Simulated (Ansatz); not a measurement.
# ScAl: energy along a strain

ScAl, Cmcm, a = 3.291 Å, b = 11.017 Å, c = 4.337 Å. The structure is a Materials Project entry; whether it is the stable form wasn't checked. Ansatz: PBEsol, PAW, 420 eV, Γ-centred 16×16×12 mesh on 4 atoms, Gaussian smearing 0.15 eV; no spin polarisation. Cell vectors (Å): 1.645 -5.509 0.000; 1.645 5.509 0.000; 0.000 0.000 4.337. The cell is strained by x per cent times the pattern (0 1 0 0 0 0) in the order xx yy zz yz xz xy (engineering shears), with fractional coordinates held. y is the free energy over the start, V0 = 19.654 Å³/atom.

| x (%) | y (meV/atom) |
| --- | --- |
| -6.00 | ? |
| -3.00 | 10.88 |
| 0.00 | 0.00 |
| 1.50 | 2.31 |
| 4.50 | 19.49 |
| 6.00 | 33.33 |

Task: Fit y = c1 x + c2 x² + c3 x³ to the other rows, get the stiffness along the pattern, and predict the missing energy.

Result: Least squares on the rows shown. y = −0.069052 x + 1.1028 x² − 0.027603 x³. The clamped-ion stiffness p·C·p = 2 × 11.03 eV × 160.2 / 19.654 Å³ = 180 GPa, which is C22 in these axes; c1 is there for the stress left in the start, which by itself gives a slope of -0.04 meV/atom per %. At x = -6.00 the fit asked for gives 46.08 meV/atom. The run gave 46.90 meV/atom, so the fit is 0.82 meV/atom too low, 1.7 % of the span of the series, against an rms of 0.02 meV/atom on the fitted rows. The row lies outside the fitted range. With a term in x⁴ added, a fit to the same known rows (none to spare) predicts 46.91 meV/atom, so most of the miss is curvature that the known rows already hold.